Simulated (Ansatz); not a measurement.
GeS₂ (fluorite, Fm-3m), plane-wave PAW PBE (Ansatz code), all energies at zero smearing, with the estimated change up to a 700 eV cutoff added, with one set of potentials and settings (totals compare only within such a set). Cell of 3 atoms (1 Ge, 2 S): -6097.828 eV.

```json
[
 {"element": "Ge", "reference phase": "Fd-3m, 2 atoms in the cell", "E (eV/atom)": "-4294.9847"},
 {"element": "S", "reference phase": "Fddd, 32 atoms in the cell", "E (eV/atom)": "-902.0599"}
]
```

Formation energy per atom, worked out: (-6097.828 − 1×(-4294.9847) − 2×(-902.0599))/3 = 0.426 eV/atom (41 kJ per mol of atoms), at 0 K, without zero-point energy or fitted corrections.

A made-up cell: these elements were put on the sites of a structure type; neither database checked (COD, Materials Project) lists it. COD files the formula under space group No. 14, 43, 82, 122, 217, so this cell is another polymorph or a model. Its standing as an ambient phase is unchecked. Symmetry was held in the PBE relaxation; its stability against distortions is not shown here. The references are the lowest solids computed at this level, not always the standard phases.

Potentials: the later of the program's two PAW sets.
